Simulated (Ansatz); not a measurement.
An Ansatz input:

```yaml
crystal:
  lattice:
    - [-1.3613578883, 1.3613578883, 1.3613578883]
    - [1.3613578883, -1.3613578883, 1.3613578883]
    - [1.3613578883, 1.3613578883, -1.3613578883]
  atoms:
    - { symbol: Ni, position: [0.0, 0.0, 0.0], spin: 0.458 }
hamiltonian:
  xc: lda
  pseudopotentials:
    kind: paw
    azcp:
      Ni: "pseudopotentials/Ni.paw.azcp"
basis:
  ecutwfc: 420
  fft_grid_basis: typed
kpoints:
  mp_grid: { grid: [26, 26, 26], shift: [0, 0, 0] }
magnetization:
  spin_polarized: true
scf:
  occupations: { method: fermi_dirac, width: 0.05 }
```

Terminal output

```
Warning: the record states the generating functional pbe (its physics header spells it `PBE`), which answers neither for hamiltonian.xc's functional nor for the lda family's — results may be inconsistent (PPs are generated against a specific XC)
Engine: ansatz 0.2.0, x86_64-unknown-linux-gnu
Pseudopotentials: kind: paw
Pseudopotential: Ni, paw, valence charge 18, recommended cutoff 420 eV (normal) 
Functional definition: SPW92
  exchange = slater_x
  correlation = pw_c
Crystal: 1 atoms, lattice volume = 10.092 Å³
Basis set: ecut = 420 eV, 201 PW (Γ)
Bands: 14, of which v1, the nominal top of the filled ones, is band 9 counted from 1 (8 counted from 0)
Symmetry: 48 space group operations
Space group: Im-3m (ITA 229), of the structure as read, at distance tolerance 2.2e-5 Å
Magnetic group: BNS 229.140 (UNI 1642), of the structure as read, at distance tolerance 2.2e-5 Å
k-points: 511 of 17576
Non-local potential: Ni, projectors of the file, l = 0: 3, l = 1: 2, l = 2: 3, l = 3: 1
PAW form: soft (Blöchl's): semilocal exchange-correlation on the pseudo side does not see the compensation charge
PAW frozen core: Ni, regenerated for the run's functional, and the local potential with it (the file was generated under x = pbe(κ = 0.804, μ = 0.2195149727645171), c = pbe(β = 0.06672455060314922))
PAW one-centre angular grid: Ni, 590 points (default); XC on 64 Gauss nodes
Initial density: superposition of atomic densities (chi_scale 0.1, normalization cell)
Starting moments: Σ|m| = 0.458 μB on 1 of 1 site
Initial wavefunctions: pseudopotential atomic-orbital guess
Functional: x = slater, c = lda
SCF iter   1: F=—  HF=-5772.416029 eV  |F-HF|=—  |Δ(HF+E_count)|=         —  Δρ=7.28e-2 (↑7.28e-2 ↓7.03e-2)  dr2=1.16e0  dr2_m=1.64e-3  M=0.381 μB ∫|m|=0.393 μB  β_m=0.30  ethr=3.10e-3  ⟨swp⟩=5.7  Hψ=74873  notcnv=0
Mixer restart at iter 1: flushing history
SCF iter   2: F=—  HF=-5772.191433 eV  |F-HF|=—  |Δ(HF+E_count)|=   2.25e-1  Δρ=7.31e-2 (↑7.31e-2 ↓2.05e-2)  dr2=4.02e-1  dr2_m=7.56e-2  M=0.539 μB ∫|m|=0.564 μB  β_m=0.24  ethr=3.10e-3  ⟨swp⟩=3.2  Hψ=34223  notcnv=0  defer=453
SCF iter   3: F=—  HF=-5772.388325 eV  |F-HF|=—  |Δ(HF+E_count)|=   1.97e-1  Δρ=3.20e-2 (↑3.20e-2 ↓1.13e-2)  dr2=2.95e-2  dr2_m=3.53e-2  M=0.514 μB ∫|m|=0.537 μB  β_m=0.28  ethr=2.23e-3  ⟨swp⟩=2.8  Hψ=24807  notcnv=0  defer=454
SCF iter   4: F=—  HF=-5772.861548 eV  |F-HF|=—  |Δ(HF+E_count)|=   4.73e-1  Δρ=1.55e-2 (↑1.55e-2 ↓6.45e-3)  dr2=1.53e-2  dr2_m=4.24e-3  M=0.494 μB ∫|m|=0.521 μB  β_m=0.48  ethr=1.64e-4  ⟨swp⟩=2.7  Hψ=26535  notcnv=0  defer=488
SCF iter   5: F=—  HF=-5773.188180 eV  |F-HF|=—  |Δ(HF+E_count)|=   3.27e-1  Δρ=1.11e-2 (↑9.50e-3 ↓1.11e-2)  dr2=2.35e-2  dr2_m=2.65e-4  M=0.478 μB ∫|m|=0.510 μB  β_m=0.49  ethr=8.50e-5  ⟨swp⟩=2.6  Hψ=29583  notcnv=0  defer=497
SCF iter   6: F=—  HF=-5773.260363 eV  |F-HF|=—  |Δ(HF+E_count)|=   7.22e-2  Δρ=2.87e-3 (↑2.87e-3 ↓2.15e-3)  dr2=1.31e-3  dr2_m=3.85e-5  M=0.412 μB ∫|m|=0.440 μB  β_m=0.68  ethr=8.50e-5  ⟨swp⟩=2.3  Hψ=25115  notcnv=0  defer=497
SCF iter   7: F=—  HF=-5773.278134 eV  |F-HF|=—  |Δ(HF+E_count)|=   1.78e-2  Δρ=1.47e-3 (↑8.70e-4 ↓1.47e-3)  dr2=2.96e-4  dr2_m=8.87e-6  M=0.377 μB ∫|m|=0.405 μB  β_m=0.84  ethr=7.28e-6  ⟨swp⟩=2.3  Hψ=27611  notcnv=0  defer=517
SCF iter   8: F=—  HF=-5773.278372 eV  |F-HF|=—  |Δ(HF+E_count)|=   2.38e-4  Δρ=1.03e-3 (↑5.37e-4 ↓1.03e-3)  dr2=1.54e-5  dr2_m=5.61e-5  M=0.362 μB ∫|m|=0.389 μB  β_m=0.92  ethr=1.64e-6  ⟨swp⟩=1.5  Hψ=17446  notcnv=0  defer=518
SCF iter   9: F=—  HF=-5773.278375 eV  |F-HF|=—  |Δ(HF+E_count)|=   2.93e-6  Δρ=6.67e-4 (↑6.67e-4 ↓2.97e-4)  dr2=8.99e-6  dr2_m=2.12e-5  M=0.352 μB ∫|m|=0.377 μB  β_m=0.96  ethr=8.55e-8  ⟨swp⟩=1.7  Hψ=18975  notcnv=0  defer=518
SCF iter  10: F=—  HF=-5773.278374 eV  |F-HF|=—  |Δ(HF+E_count)|=   1.46e-6  Δρ=2.31e-4 (↑2.31e-4 ↓1.91e-4)  dr2=1.04e-5  dr2_m=9.22e-8  M=0.345 μB ∫|m|=0.370 μB  β_m=0.86  ethr=4.99e-8  ⟨swp⟩=1.9  Hψ=19815  notcnv=0  defer=516
SCF iter  11: F=—  HF=-5773.278374 eV  |F-HF|=—  |Δ(HF+E_count)|=   3.08e-9  Δρ=1.86e-5 (↑5.71e-6 ↓1.86e-5)  dr2=3.14e-8  dr2_m=5.15e-9  M=0.344 μB ∫|m|=0.369 μB  β_m=0.83  ethr=4.99e-8  ⟨swp⟩=2.3  Hψ=18039  notcnv=0  defer=517
SCF iter  12: F=—  HF=-5773.278374 eV  |F-HF|=—  |Δ(HF+E_count)|=   3.46e-9  Δρ=3.17e-5 (↑3.17e-5 ↓2.01e-5)  dr2=8.40e-9  dr2_m=6.16e-8  M=0.344 μB ∫|m|=0.369 μB  β_m=0.83  ethr=1.74e-10  ⟨swp⟩=2.2  Hψ=21076  notcnv=0  defer=517
SCF iter  13: F=—  HF=-5773.278374 eV  |F-HF|=—  |Δ(HF+E_count)|=   3.21e-9  Δρ=6.75e-6 (↑6.75e-6 ↓1.16e-6)  dr2=2.89e-9  dr2_m=1.05e-9  M=0.343 μB ∫|m|=0.369 μB  β_m=0.91  ethr=4.67e-11  ⟨swp⟩=2.0  Hψ=21099  notcnv=0  defer=517
SCF iter  14: F=-5773.278374 eV  HF=-5773.278374 eV  |F-HF|=1.00e-11  |Δ(HF+E_count)|=  3.34e-10  Δρ=9.12e-7 (↑3.66e-7 ↓9.12e-7)  dr2=2.13e-11  dr2_m=3.67e-11  M=0.343 μB ∫|m|=0.369 μB  ethr=1.61e-11  ⟨swp⟩=1.3  Hψ=37508  notcnv=0
SCF 1 converged in 14 iterations: F = -5773.278374 eV  dr2 = 2.13e-11
Initial density: read from a saved state, or passed on in memory by an earlier SCF of this step, an earlier step, the calling program or the single point that the run made first
Starting moments: Σ|m| = 0.458 μB on 1 of 1 site; this step starts from the density that it was given
Initial wavefunctions: those read from a saved state, or passed on in memory by an earlier step or the calling program
iter 1 solved again at ethr=1.00e-12 eV; its pass at ethr=5.56e-6 eV (dr2=2.11e-11 eV) is discarded
SCF iter   1: F=—  HF=-5773.278374 eV  |F-HF|=—  |Δ(HF+E_count)|=         —  Δρ=9.14e-7 (↑3.66e-7 ↓9.14e-7)  dr2=2.13e-11  dr2_m=3.68e-11  M=0.343 μB ∫|m|=0.369 μB  ethr=1.00e-12  ⟨swp⟩=1.0  Hψ=98797  notcnv=0
SCF iter   2: F=—  HF=-5773.278313 eV  |F-HF|=—  |Δ(HF+E_count)|=   6.01e-5  Δρ=2.83e-4 (↑2.40e-4 ↓2.83e-4)  dr2=1.16e-6  dr2_m=5.69e-6  M=0.191 μB ∫|m|=0.206 μB  ethr=5.56e-6  ⟨swp⟩=1.3  Hψ=79357  notcnv=0
SCF iter   3: F=—  HF=-5773.278368 eV  |F-HF|=—  |Δ(HF+E_count)|=   5.42e-5  Δρ=2.24e-4 (↑2.24e-4 ↓1.33e-4)  dr2=5.40e-7  dr2_m=2.88e-6  M=0.367 μB ∫|m|=0.394 μB  ethr=2.63e-7  ⟨swp⟩=1.0  Hψ=36215  notcnv=0
SCF iter   4: F=—  HF=-5773.278373 eV  |F-HF|=—  |Δ(HF+E_count)|=   5.65e-6  Δρ=2.40e-5 (↑2.40e-5 ↓2.25e-5)  dr2=1.95e-10  dr2_m=5.00e-8  M=0.348 μB ∫|m|=0.374 μB  ethr=5.56e-10  ⟨swp⟩=1.0  Hψ=32713  notcnv=0
SCF iter   5: F=-5773.278374 eV  HF=-5773.278374 eV  |F-HF|=1.82e-11  |Δ(HF+E_count)|=   1.99e-7  Δρ=1.54e-6 (↑1.54e-6 ↓1.32e-6)  dr2=3.42e-12  dr2_m=1.88e-10  M=0.344 μB ∫|m|=0.369 μB  ethr=4.42e-10  ⟨swp⟩=1.0  Hψ=32705  notcnv=0
an SCF along what the orbitals of the run's state read of its open shells (or to have them read: on a GPU, or by another smearing), with the run's symmetry operations kept, reached no lower state that the run goes on to. This is no proof of a minimum
SCF converged after 14 iterations
Magnetization: 0.3434 μB (9.1717 up, 8.8283 down)
Absolute magnetization: 0.3689 μB (∫|ρ↑−ρ↓|, with the PAW one-centre terms)
Spin contamination: 0.0015 ħ² per cell (⟨S²⟩ above its minimum at these occupations)
Per-site moments (μB) at R_I (Å): [(0.35519763943811256, 0.972650674800864)]
Free energy (F): -5773.278374 eV
Harris-Foulkes:  -5773.278374 eV  (|F-HF|=1.00e-11)
Internal energy: -5773.262958 eV  (E = F + TS)
E sigma→0 (E₀):  -5773.270666 eV
Entropy (-TS):   -0.015416 eV (-15.416 meV/atom)
Fermi energy:    19.311875 eV
--- Per-component energies (eV) ---
  E_band       = -258.191116
  E_kinetic    = 284.697711
  E_local      = -3315.818210  (includes V_loc(G=0)·N_el)
  E_nonlocal   = 638.759307
  E_hartree    = 1384.875015
  E_xc         = -85.291976
  E_vxc        = -110.426248  (∫ρ·V_xc dr)
  E_paw        = -1562.931529  (= ΣΔE_a)
  E_vpaw       = -525.153839  (= ΣTr[D̂ρ^β])
  E_aug_tail   = 0.000479  (compensation charges beyond the density's cutoff)
  E_ewald      = -3117.987876
  E_core_change = 0.434120  (= ΣΔE_core)
  E_smearing   = -0.015416  (= −TS)
  E_closure    = -0.000000  (closes the sum)
  Σ components = -5773.278374   (vs F -5773.278374, Δ=0.00e0)
```
